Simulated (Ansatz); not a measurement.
Generalised stacking fault of ZrC (rock salt) on the {110} plane. The cell below holds the perfect crystal with the plane normal along z; tilting its third vector by the shift puts one fault into each cell, between planes 1.66 Å apart, at fixed cell height.

```
ZrC
1.0
    3.32958     0.00000     0.00000
    0.00000     4.70874     0.00000
    1.66479     2.35437     4.99437
C Zr
3 3
Direct
  0.00000   0.00000   0.83333
  0.33333   0.33333   0.16667
  0.66667   0.66667   0.50000
  0.33333   0.83333   0.16667
  0.66667   0.16667   0.50000
  0.00000   0.50000   0.83333
```

In-plane vectors a = (3.330, 0.000) Å, b = (0.000, 4.709) Å, area 15.68 Å². The shift is s times the vector b (length 4.709 Å), so s = 1 restores the start. The shift is rigid: no atom relaxes. γ = [E(shift) − E(0)] / area.

Level of theory: PBE (plane waves to 420 eV, PAW, scalar-relativistic; Ansatz, a first-principles code). k mesh 12×12×12 (Γ-centred), Fermi-Dirac smearing 0.05 eV. Energies are extrapolated to zero smearing. With partly filled bands, the k mesh leaves noise in γ, roughly 0.02 J/m² as judged from a few cases. Faults lie only 5.0 Å apart, and holding the cell height and the atoms raises γ above its relaxed value. Left out: 5 of 12 points, with atoms too close for the PAW data. ZrC is run without spin polarisation. ZrC was relaxed with its symmetry unable to fall. γ is measured from zero shift.

Problem. What γ (J/m²) does the calculation give at s = 0.083, 0.167, 0.250, 0.750, 0.917?

Solution. 
```json
[
 {"s": "0.083", "γ (J/m²)": "0.73"},
 {"s": "0.167", "γ (J/m²)": "2.52"},
 {"s": "0.250", "γ (J/m²)": "4.56"},
 {"s": "0.750", "γ (J/m²)": "4.56"},
 {"s": "0.917", "γ (J/m²)": "0.73"}
]
```

(The slope of γ gives the shear force per area between the displaced halves; near zero shift its curvature is an elastic stiffness.)
